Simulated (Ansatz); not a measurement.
VSn$_{2}$ in space group Fddd (No. 70; V on 16g, Sn on 16f, Sn on 16g), plane-wave PAW r²SCAN (Ansatz code), all energies at zero smearing, with the estimated change up to a 700 eV cutoff added, with one set of potentials and settings (totals compare only within such a set). Cell of 12 atoms (4 V, 8 Sn): -59977.611 eV.

```
element             reference phase  E (eV/atom)
-------  --------------------------  -----------
V        Im-3m, 1 atoms in the cell   -2917.0669
Sn       Fd-3m, 2 atoms in the cell   -6038.6401
```

Formation energy per atom, worked out: (-59977.611 − 4×(-2917.0669) − 8×(-6038.6401))/12 = -0.018 eV/atom (-2 kJ per mol of atoms), at 0 K, without zero-point energy or fitted corrections.

The workflow started from a Materials Project entry (that database holds measured and hypothetical structures alike); the Crystallography Open Database files this formula in space group No. 70, but the cells were not matched. Its standing as an ambient phase is unchecked. The cell was relaxed with r²SCAN under the symmetry of its start; its stability against distortions is not shown here. No spin polarisation was allowed. The references are the lowest solids computed at this level, not always the standard phases. Scalar-relativistic: spin–orbit coupling is off unless named, which matters more the heavier the elements.

Potentials: the later of the program's two PAW sets.
